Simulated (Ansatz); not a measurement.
Starting cell, TiAl3 (D022 type, space group I4/mmm):

```
CELL_PARAMETERS angstrom
     -1.92294     1.92294     4.30997
      1.92294    -1.92294     4.30997
      1.92294     1.92294    -4.30997
ATOMIC_POSITIONS crystal
  Al 0.50000 0.50000 0.00000
  Al 0.75000 0.25000 0.50000
  Al 0.25000 0.75000 0.50000
  Ti 0.00000 0.00000 0.00000
```

In each cell atom 4 (Ti, nearest neighbour Al at 2.719 Å; its periodic images, 3.8 Å or more away, move with it) moves by s·(1.000, 0.000, 0.000) (along Cartesian x), the rest being held.

Calculation: PBE (plane waves to 420 eV, PAW, scalar-relativistic; Ansatz, a quantum-chemistry and plane-wave program). k mesh 14×14×14 (Γ-centred), Fermi-Dirac smearing 0.05 eV. Energies are smeared free energies. Stress and pressure are positive under compression. With partly filled bands, energies and forces of such displacements shift with the k mesh and the smearing. F∥ is the force on the atom along that direction. TiAl3 is run without spin polarisation. TiAl3 was relaxed with its symmetry unable to fall. ΔE is measured from the undisplaced structure.

```json
[
 {"s (Å)": "-0.270", "ΔE (eV/cell)": "…", "F∥ (eV/Å)": "2.643", "P (GPa)": "2.2"},
 {"s (Å)": "-0.216", "ΔE (eV/cell)": "0.227", "F∥ (eV/Å)": "2.108", "P (GPa)": "1.4"},
 {"s (Å)": "-0.162", "ΔE (eV/cell)": "…", "F∥ (eV/Å)": "1.577", "P (GPa)": "0.8"},
 {"s (Å)": "-0.108", "ΔE (eV/cell)": "…", "F∥ (eV/Å)": "1.049", "P (GPa)": "0.4"},
 {"s (Å)": "-0.054", "ΔE (eV/cell)": "0.014", "F∥ (eV/Å)": "0.524", "P (GPa)": "0.1"},
 {"s (Å)": "0.000", "ΔE (eV/cell)": "0.000", "F∥ (eV/Å)": "0.000", "P (GPa)": "0.0"},
 {"s (Å)": "0.054", "ΔE (eV/cell)": "0.014", "F∥ (eV/Å)": "-0.524", "P (GPa)": "0.1"},
 {"s (Å)": "0.108", "ΔE (eV/cell)": "…", "F∥ (eV/Å)": "-1.049", "P (GPa)": "0.4"},
 {"s (Å)": "0.162", "ΔE (eV/cell)": "…", "F∥ (eV/Å)": "-1.577", "P (GPa)": "0.8"},
 {"s (Å)": "0.216", "ΔE (eV/cell)": "0.227", "F∥ (eV/Å)": "-2.108", "P (GPa)": "1.4"},
 {"s (Å)": "0.270", "ΔE (eV/cell)": "…", "F∥ (eV/Å)": "-2.643", "P (GPa)": "2.2"}
]
```

Task: What belongs in the gaps?

Result: 
- -0.270, ΔE (eV/cell): 0.355
- -0.162, ΔE (eV/cell): 0.127
- -0.108, ΔE (eV/cell): 0.057
- 0.108, ΔE (eV/cell): 0.057
- 0.162, ΔE (eV/cell): 0.127
- 0.270, ΔE (eV/cell): 0.355

(For displaced atoms, the force is minus the slope of the energy, and its curvature is a force constant, which sets phonon frequencies.)
